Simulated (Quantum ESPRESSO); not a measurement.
**Band energies of GeO2**

```
CELL_PARAMETERS angstrom
      4.42301     0.00000     0.00000
      0.00000     4.42301     0.00000
      0.00000     0.00000     2.88353
ATOMIC_POSITIONS crystal
  O  0.69366 0.69366 0.00000
  O  0.30634 0.30634 0.00000
  O  0.80634 0.19366 0.50000
  O  0.19366 0.80634 0.50000
  Ge 0.50000 0.50000 0.50000
  Ge 0.00000 0.00000 0.00000
```

PBE (Quantum ESPRESSO, PseudoDojo norm-conserving, 84 Ry, no spin-orbit coupling); path ΓXMΓZRAZ,XR,MA; energies in eV from the valence-band maximum.

```
k (1/Å)  point  band 22  band 23  band 24  band 25  band 26  band 27  band 28  band 29
-------  -----  -------  -------  -------  -------  -------  -------  -------  -------
0.00         Γ    -2.03    -2.03    -0.81    -0.81     0.00     1.66     5.76     6.99
0.24              -2.00    -1.89    -1.45    -0.81    -0.18     2.33     5.76     7.10
0.71         X    -2.83    -1.83    -1.83    -0.82    -0.82     4.75     4.75     7.70
1.18              -2.52    -2.05    -2.05    -1.26    -1.26     4.78     4.78     8.23
1.42         M    -2.35    -2.13    -2.13    -1.47    -1.47     4.80     4.80     8.40
1.62              -2.30    -2.12    -2.03    -1.38    -1.25     4.60     4.95     8.20
2.02              -2.07    -2.04    -1.80    -0.98    -0.45     3.12     5.63     7.22
2.43         Γ    -2.03    -2.03    -0.81    -0.81     0.00     1.66     5.76     6.99
2.79              -3.16    -3.16    -0.91    -0.91    -0.28     3.17     6.66     8.33
3.15              -4.11    -3.39    -1.39    -1.39    -1.09     4.83     7.06     9.55
3.51         Z    -3.67    -2.25    -2.25    -1.86    -1.86     6.02     6.02    11.19
3.87              -2.81    -2.00    -2.00    -1.64    -1.64     6.12     6.12     9.40
4.22         R    -2.72    -1.38    -1.38    -1.37    -1.37     6.23     6.23     8.43
4.58              -2.41    -1.61    -1.61    -1.26    -1.26     5.20     5.20     9.43
4.76              -2.80    -1.45    -1.45    -1.18    -1.18     4.72     4.72     9.76
4.94         A    -3.56    -1.33    -1.33    -1.14    -1.14     4.55     4.55     9.83
5.08              -2.68    -1.41    -1.41    -1.20    -1.14     4.65     4.68     9.68
5.37              -1.83    -1.80    -1.74    -1.58    -1.30     5.24     5.66     8.80
5.65              -2.50    -2.08    -2.04    -1.93    -1.67     5.83     6.26     9.16
5.94         Z    -3.67    -2.25    -2.25    -1.86    -1.86     6.02     6.02    11.19
5.94         X    -2.83    -1.83    -1.83    -0.82    -0.82     4.75     4.75     7.70
6.10              -2.81    -1.96    -1.96    -0.85    -0.85     4.89     4.89     7.96
6.41              -2.28    -2.21    -2.21    -1.04    -1.04     5.64     5.64     9.56
6.72              -2.50    -1.72    -1.72    -1.22    -1.22     6.13     6.13     8.77
7.03         R    -2.72    -1.38    -1.38    -1.37    -1.37     6.23     6.23     8.43
7.03         M    -2.35    -2.13    -2.13    -1.47    -1.47     4.80     4.80     8.40
7.18              -2.92    -1.74    -1.74    -1.45    -1.45     4.89     4.89     8.60
7.50              -3.79    -1.35    -1.35    -1.26    -1.26     5.18     5.18     9.84
7.81              -3.66    -1.23    -1.23    -1.21    -1.21     4.84     4.84    10.14
8.12         A    -3.56    -1.33    -1.33    -1.14    -1.14     4.55     4.55     9.83
```

The PBE gap is direct, 1.66 eV at Γ.

Spin-orbit splittings are left out.

Geometry relaxed with PBEsol.
